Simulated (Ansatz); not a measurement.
Calculated electric field gradients for CdSe

The cell is a structure deposited in the COD, ions relaxed with PBE at fixed cell.

```
CELL_PARAMETERS angstrom
4.30000 0.00000 0.00000
-2.15000 3.72391 0.00000
0.00000 0.00000 7.02000
ATOMIC_POSITIONS crystal
Cd 0.33333 0.66667 0.00486
Cd 0.66667 0.33333 0.50486
Se 0.33333 0.66667 0.38014
Se 0.66667 0.33333 0.88014
```

Atoms are numbered from 1 in the order listed; like atoms form one site, named after its first atom.

Method: Kohn–Sham DFT in Ansatz, PBE, plane waves and PAW, scalar-relativistic, 420 eV cutoff, Γ-centred 8×8×4 k-points, Fermi–Dirac smearing 0.02 eV.

V_zz is the principal component of the electric field gradient with the largest magnitude, η = (V_xx − V_yy)/V_zz and C_Q = eQV_zz/h.

**Question.** Give the quadrupolar parameters of the distinct sites.

**Answer.** 

| site | atoms (order as listed) | first shell | V_zz (10²¹ V/m²) | η | C_Q (MHz) |
| --- | --- | --- | --- | --- | --- |
| Cd | 1, 2 | 4 Se at 2.63 Å | 0.078 | 0.00 | – |
| Se | 3, 4 | 4 Cd at 2.63 Å | 0.27 | 0.00 | – |

An axis of threefold or higher order runs through Cd and Se, so V_zz lies along it and η is zero.

Cd, Se have no stable isotope with a ground-state quadrupole moment in the table, so no C_Q is given.

Without spin–orbit coupling (the program notes it for Cd) the gradients can shift somewhat, as the gap is small. With a gap of 0.7 eV on this mesh, small gradients can still move by 0.1 × 10²¹ V/m² or more as the k-mesh gets denser.
